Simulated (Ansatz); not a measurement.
# Structures of NaHf: which is lowest?

Plane-wave DFT in Ansatz with scalar-relativistic PAW potentials, cutoff 420 eV, Γ-centred meshes chosen by cell and gap, Gaussian smearing with energies taken to zero width. Every cell was relaxed (cell and atoms) in a run of its own, within the symmetry of its start. Functional: PBE.

Relaxed structures (starts from databases or built by putting these elements on another compound's sites):
A. Pmma, 4 atoms in the computed cell, a = 5.355 Å, b = 2.890 Å, c = 6.723 Å; sites (symmetry × multiplicity) Na mm2 × 2, Hf mm2 × 2; start: built
B. P4/mmm, 2 atoms in the computed cell, a = 2.893 Å, c = 6.073 Å; sites (symmetry × multiplicity) Na 4/mmm × 1, Hf 4/mmm × 1; start: built
C. P-6m2, 2 atoms in the computed cell, a = 3.040 Å, c = 6.196 Å; sites (symmetry × multiplicity) Na -6m2 × 1, Hf -6m2 × 1; start: built

Question: Rank them by energy. Could pressure change the order?

Answer:
| structure | group | E − E(lowest) (meV/atom) | V (Å³/atom) | gap on mesh (eV) |
| --- | --- | --- | --- | --- |
| C | P-6m2 | 0.0 | 24.80 | 0.00 |
| B | P4/mmm | 187 | 25.42 | 0.00 |
| A | Pmma | 191 | 26.02 | 0.00 |

C is lowest, 187 meV/atom under B. The lowest is also the densest of these, so pressure wouldn't bring one of the others in at first order. Other structures may lie lower than all of these, and vibrations aren't counted.

Spin-orbit coupling is left out, which matters for the bands of heavy elements.